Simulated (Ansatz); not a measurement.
# Polymorphs of NaI

14 relaxations of NaI ended in 3 distinct structures. Method: r2SCAN (plane waves to 500 eV, PAW, scalar-relativistic; Ansatz, a quantum-chemistry and plane-wave program).

| # | space group | Pearson | type | E − E(lowest) (eV/atom) | V (Å³/atom) | gap (eV, no SOC) | coordination | runs ending here |
|---|---|---|---|---|---|---|---|---|
| 1 | Fm-3m | cF8 | rock salt type | 0.000 | 33.70 | 4.45 | I 6 (octahedral), Na 6 (octahedral) | 11 |
| 2 | F-43m | cF8 | zinc blende type | 0.084 | 44.51 | 4.42 | I 4 (tetrahedral), Na 4 (tetrahedral) | 1 |
| 3 | Pm-3m | cP2 | CsCl type | 0.176 | 32.95 | 3.06 | Na 8 (cubic), I 8 (cubic) | 2 |

Coordination numbers (neighbours up to the widest gap in distance over summed covalent radii, below 1.35; n+m marks a second, longer set; metal–metal contacts left out). Fm-3m, cF8, rock salt type is the lowest among the structures calculated here.

```cif
data_I4Na4
_chemical_formula_sum 'I4 Na4'
_space_group_name_H-M_alt 'Fm-3m'
_space_group_IT_number 225
_space_group_name_Hall '-F 4 2 3'
_cell_length_a 6.46014
_cell_length_b 6.46014
_cell_length_c 6.46014
_cell_angle_alpha 90.000
_cell_angle_beta 90.000
_cell_angle_gamma 90.000
loop_
_atom_site_label
_atom_site_type_symbol
_atom_site_symmetry_multiplicity
_atom_site_Wyckoff_symbol
_atom_site_fract_x
_atom_site_fract_y
_atom_site_fract_z
_atom_site_occupancy
I1 I 4 a 0.00000 0.00000 0.00000 1
Na1 Na 4 b 0.50000 0.50000 0.50000 1
```
(The calculation used a cell of 2 atoms; values per cell refer to that cell.)

Each run could gain symmetry but not lose that of its start, so entries can be saddle points. From databases, or of a type measured for this composition: Fm-3m, cF8, rock salt type; the others are generated cells (placed on structure types, drawn at random, substituted or restacked) that were not matched to a known phase here. Energies are at zero temperature and pressure, without zero-point motion. No spin polarisation in the result.
